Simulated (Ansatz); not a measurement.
Relaxed-ion elastic tensor of CsBH₄ in space group F-43m (No. 216; Cs on 4a, B on 4b, H on 16e) in GPa (Voigt order), the program Ansatz at the PBEsol level (PAW); density 2.60 g/cm³, 15.70 Å³ per atom.

```
      1     2     3    4    5    6
-  ----  ----  ----  ---  ---  ---
1  30.5   3.5   3.5  0.0  0.0  0.0
2   3.5  30.5   3.5  0.0  0.0  0.0
3   3.5   3.5  30.5  0.0  0.0  0.0
4   0.0   0.0   0.0  3.7  0.0  0.0
5   0.0   0.0   0.0  0.0  3.7  0.0
6   0.0   0.0   0.0  0.0  0.0  3.7
```

Problem. Is the crystal mechanically stable?

Solution. Yes: the smallest eigenvalue of C is 3.7 GPa.

Problem. Work out the Voigt, Reuss and Hill averages.

Solution. K_V = 12.5, K_R = 12.5, K_H = 12.5; G_V = 7.6, G_R = 5.2, G_H = 6.4 GPa.

Problem. Give Young's modulus, Poisson's ratio, Pugh's ratio and the universal anisotropy index.

Solution. E = 9KG/(3K + G) = 16.5 GPa; ν = 0.28; K/G = 1.95 (ductile by the Pugh limit of 1.75); A_U = 5G_V/G_R + K_V/K_R − 6 = 2.30.

Problem. Estimate the sound speeds and the Debye temperature.

Solution. v_l = √((K + 4G/3)/ρ) = 2850 m/s, v_t = √(G/ρ) = 1570 m/s, mean 1750 m/s; Θ = (h/k)(3n/4πV)^(1/3) v_m = 208 K.

Problem. Give the Zener ratio and Young's modulus along [100], [110] and [111].

Solution. A = 2C44/(C11 − C12) = 0.27; 1/E = S11 − 2(S11 − S12 − S44/2)Γ with Γ = 0, 1/4, 1/3 gives 29.8, 12.1, 10.1 GPa.

Problem. Solve the Christoffel equation for the three sound speeds along [100], [110], [111].

Solution. Eigenvalues of C_ijkl n_j n_l equal ρv² (piezoelectric stiffening left out). In km/s, slowest first: [100] 1.19, 1.19, 3.42; [110] 1.19, 2.28, 2.82; [111] 1.98, 1.98, 2.59.

The first step of the workflow began from a Materials Project structure, measured or hypothetical; the Crystallography Open Database copy checked does not list it. Whether it is the stable phase at ambient conditions was not checked. The cell was relaxed with PBEsol under the symmetry of its start; whether a distortion lowers the energy is not shown. Scalar-relativistic: spin–orbit coupling is off unless named, which matters more the heavier the elements.

Potentials: the later of the program's two PAW sets.
